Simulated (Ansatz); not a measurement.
This cell of GaSb (zinc blende) is off equilibrium:

```yaml
crystal:
  lattice:
    - [0.00000, 6.21351, 6.21351]
    - [3.10675, 3.10675, 6.21351]
    - [3.10675, 3.10675, 0.00000]
  atoms:
    - { symbol: Sb, position: [0.00874, 0.74126, 0.74126] }
    - { symbol: Sb, position: [0.49126, 0.75874, 0.75874] }
    - { symbol: Ga, position: [0.01341, 0.98659, 0.01341] }
    - { symbol: Ga, position: [0.48659, 0.01341, 0.98659] }
```

All values below come from PBE (plane waves to 420 eV, PAW, scalar-relativistic; Ansatz, a quantum-chemistry and plane-wave program). k mesh 13×13×13 (Γ-centred), Fermi-Dirac smearing 0.05 eV. Stress and pressure are positive under compression. With partly filled bands, energies and forces of such displacements shift with the k mesh and the smearing. At this level the bands of GaSb touch or barely overlap; measurements give the solid a gap. GaSb was relaxed with its symmetry unable to fall. Spin-orbit coupling is left out, though Sb is heavy.

Question: Predict the force on every atom, in eV/Å.

Answer: 
| atom | Fx | Fy | Fz |
|---|---|---|---|
| Sb1 | 0.902 | 0.000 | 0.000 |
| Sb2 | -0.902 | 0.000 | 0.000 |
| Ga3 | 0.000 | -0.790 | 0.000 |
| Ga4 | 0.000 | 0.790 | 0.000 |

Question: Give the stress tensor in GPa and the pressure.

Answer: 
```
    0.4      0.0      0.0
    0.0      0.2      0.0
    0.0      0.0      0.6
```
The pressure, a third of the trace, is 0.4 GPa.

(For displaced atoms, the force is minus the slope of the energy, and its curvature is a force constant, which sets phonon frequencies.)
